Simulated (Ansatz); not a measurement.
## Data sheet: TiTe2 (DFT)

TiTe₂:
```cif
data_Te2Ti
_chemical_formula_sum 'Ti1 Te2'
_space_group_name_H-M_alt 'P 1'
_space_group_IT_number 1
_cell_length_a 3.79289
_cell_length_b 3.79289
_cell_length_c 6.64684
_cell_angle_alpha 90.000
_cell_angle_beta 90.000
_cell_angle_gamma 120.000
loop_
_space_group_symop_operation_xyz
  'x, y, z'
loop_
_atom_site_label
_atom_site_type_symbol
_atom_site_fract_x
_atom_site_fract_y
_atom_site_fract_z
_atom_site_occupancy
Ti1 Ti 0.00000 0.00000 0.00000 1
Te1 Te 0.33333 0.66667 0.25449 1
Te2 Te 0.66667 0.33333 0.74551 1
```

Space group P-3m1 (No. 164), CdI2 type; conventional cell a = 3.793 Å, b = 3.793 Å, c = 6.647 Å, α = 90.00°, β = 90.00°, γ = 120.00°.

Method: r²SCAN+D4 in the plane-wave PAW code Ansatz. Geometry: relaxed at this level of theory. Other levels are named where they apply.

### Cell and energy

```yaml
volume_per_atom: 27.60 Å³
density: 6.08 g/cm³
Formation energy from the elements (no fitted shifts): -0.83 eV/atom
```

### Electronic structure

```yaml
electronic_character: metallic (no gap)
Density of states at the Fermi level: 0.39 states/eV per atom (mean over ±0.08 eV)
Gap with spin–orbit coupling: none (metallic)
```

### Mechanics

```yaml
Bulk modulus (Birch–Murnaghan fit): 22.9 GPa
Pressure derivative B′: 11.2
```

### Charges

```yaml
bader_charges: Ti +1.49, Te -0.74 e
```

The r²SCAN+D4 relaxation kept the symmetry of its start. The run is not spin-polarised. The references are the lowest solids computed at this level, not always the standard phases. Scalar-relativistic: spin–orbit coupling is off unless named, which matters more the heavier the elements.

Potentials: the later of the program's two PAW sets.
